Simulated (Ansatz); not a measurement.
Relaxed SnO$_{2}$ (rutile):

```
SnO2
1.0
    4.76919     0.00000     0.00000
    0.00000     4.76919     0.00000
    0.00000     0.00000     3.21201
Sn O
2 4
Direct
  0.00000   0.00000   0.00000
  0.50000   0.50000   0.50000
  0.30628   0.30628   0.00000
  0.80628   0.19372   0.50000
  0.19372   0.80628   0.50000
  0.69372   0.69372   0.00000
```

The numbers are results of PBEsol (plane waves to 420 eV, PAW, scalar-relativistic; Ansatz, a quantum-chemistry and plane-wave program), not measurements. k mesh 6×6×8 (Γ-centred), Fermi-Dirac smearing 0.05 eV. SnO2 was relaxed with its symmetry unable to fall.

One atom of the cell was then moved (with its periodic images), all else fixed, and the forces (eV/Å) came out as:

| atom | Fx | Fy | Fz |
|---|---|---|---|
| Sn1 | -0.134 | -0.134 | 0.000 |
| Sn2 | 2.970 | 2.970 | 0.000 |
| O3 | -5.400 | -5.400 | 0.000 |
| O4 | 0.827 | -0.092 | 0.000 |
| O5 | -0.092 | 0.827 | 0.000 |
| O6 | 1.829 | 1.829 | 0.000 |

Q: Which atom was moved, and by which vector (Å)?

A: O3, by (0.26, 0.26, 0.00), 0.37 Å in all.

(For displaced atoms, the force is minus the slope of the energy, and its curvature is a force constant, which sets phonon frequencies.)
